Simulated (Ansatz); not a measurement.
# Computed properties of Ga$_{3}$Ir

Ga3Ir:
```xyz
16
Lattice="6.5172 0.0000 0.0000 0.0000 6.5172 0.0000 0.0000 0.0000 6.6136" Properties=species:S:1:pos:R:3 pbc="T T T"
Ga     0.0000     3.2586     3.3068
Ga     0.0000     3.2586     0.0000
Ga     3.2586     0.0000     0.0000
Ga     3.2586     0.0000     3.3068
Ga     2.3610     4.1563     1.7112
Ga     4.1563     2.3610     4.9024
Ga     5.6196     5.6196     5.0181
Ga     0.8976     0.8976     1.5956
Ga     4.1563     2.3610     1.7112
Ga     2.3610     4.1563     4.9024
Ga     0.8976     0.8976     5.0181
Ga     5.6196     5.6196     1.5956
Ir     1.0438     5.4734     3.3068
Ir     5.4734     1.0438     3.3068
Ir     4.3025     4.3025     0.0000
Ir     2.2148     2.2148     0.0000
```

Space group P4_2/mnm (No. 136); conventional cell a = b = 6.517 Å, c = 6.614 Å, α = β = γ = 90.00°.

Method: the program Ansatz at the r²SCAN level (PAW). Geometry: relaxed at this level of theory. Other levels are named where they apply.

**Cell and energy**

- Volume per atom = 17.56 Å³
- Density = 9.49 g/cm³
- Formation energy from the elements (no fitted shifts) = -0.38 eV/atom

**Electronic structure**

* **Band gap**: 0.19 eV (direct)
* **Valence-band maximum**: at Γ
* **Conduction-band minimum**: at Γ
* **Electron effective mass, band 1 of 2 at the edge**: 0.54 along x, 0.36 along z (mₑ)
* **Electron effective mass, band 2 of 2 at the edge**: 0.15 along x, 0.36 along z (mₑ)
* **Hole effective mass**: 0.16, 0.24, 0.24 mₑ (principal values)
* **HSE06 gap on the r²SCAN cell**: 0.22 eV
* **Gap with spin–orbit coupling**: 0.02 eV (the band order may be inverted)

**Mechanics**

* **Bulk modulus (Birch–Murnaghan fit)**: 119 GPa
* **Pressure derivative B′**: 5.1

The workflow started from a Materials Project entry (that database holds measured and hypothetical structures alike); the Crystallography Open Database copy checked does not list it. Whether it is the stable phase at ambient conditions was not checked. Symmetry was held in the r²SCAN relaxation; whether a distortion lowers the energy is not shown. No spin polarisation was allowed. The references are the lowest solids computed at this level, not always the standard phases. Spin–orbit coupling is left out wherever it is not named.

Potentials: the later of the program's two PAW sets.
